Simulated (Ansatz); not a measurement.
CsLaCdTe3 squeezed and stretched

A database entry relaxed whole under r2SCAN (Cmcm):

```xyz
12
Lattice="2.3499 -8.5204 0.0000 2.3499 8.5204 0.0000 0.0000 0.0000 12.3002" Properties=species:S:1:pos:R:3 pbc="T T T"
Cs    2.3499    4.2177    3.0750
Cs    2.3499   -4.2177    9.2251
La    0.0000    0.0000    6.1501
La    0.0000    0.0000    0.0000
Cd    2.3499   -0.6295    3.0750
Cd    2.3499    0.6295    9.2251
Te    2.3499   -7.4202    3.0750
Te    2.3499    7.4202    9.2251
Te    2.3499   -2.1346    5.4492
Te    2.3499    2.1346   11.5992
Te    2.3499    2.1346    6.8510
Te    2.3499   -2.1346    0.7009
```

The cell was scaled uniformly, its shape held, and the atoms relaxed at each volume with plane-wave PAW DFT (Ansatz 0.2.0; r2SCAN, 500 eV, 6×6×4 Γ-centred mesh, fermi-dirac occupations of width 0.020 eV; no spin, no spin-orbit coupling). One row is withheld.

| volume (Å³/atom) | energy over the lowest (meV/atom) | pressure (GPa) | gap over mesh and path (eV) |
| --- | --- | --- | --- |
| 38.583 | 9.3 | 1.29 | 2.062 |
| 39.404 | 4.0 | 0.81 | 2.119 |
| 40.225 | 0.9 | 0.38 | 2.144 |
| 41.046 | 0.0 | -0.01 | 2.155 |
| 41.866 | 0.9 | -0.35 | 2.161 |
| 42.687 | ? | ? | ? |
| 43.508 | 7.5 | -0.92 | 2.163 |

Task: Fit the pressures of the other rows to the third-order Birch-Murnaghan form.

Result: With f = [(V₀/V)^(2/3) − 1]/2 and P = 3B₀f(1 + 2f)^(5/2)[1 + 3(B₀′ − 4)f/2], least squares gives V₀ = 41.03 Å³ an atom, B₀ = 18.1 GPa and B₀′ = 4.9; the rows miss the fit by less than 0.01 GPa. The slope of the energies differs from these pressures by less than 0.05 GPa.

Task: How does the gap move with volume?

Result: It runs from 2.06 eV at the smallest volume to 2.16 eV at the largest, not along one parabola: a band edge changes its place in the zone on the way, so no one slope is given.

Task: What does the withheld row hold?

Result: The fit gives -0.65 GPa at 42.687 Å³; the run gave -0.66 GPa and 3.5 meV an atom. Its gap is 2.163 eV.

Caveats: the shape of the cell was held, so B₀ is an upper bound where the axes differ in stiffness; 0 K, fixed nuclei; the symmetry was kept, and this need not be the phase that is stable at 0 K; one mesh for all volumes; r2SCAN gaps lie as a rule under measured ones; the relaxed cell lies far from the entry, by an error of the functional or of the entry; no spin-orbit coupling, which narrows gaps of heavier elements; pressure is positive in compression.
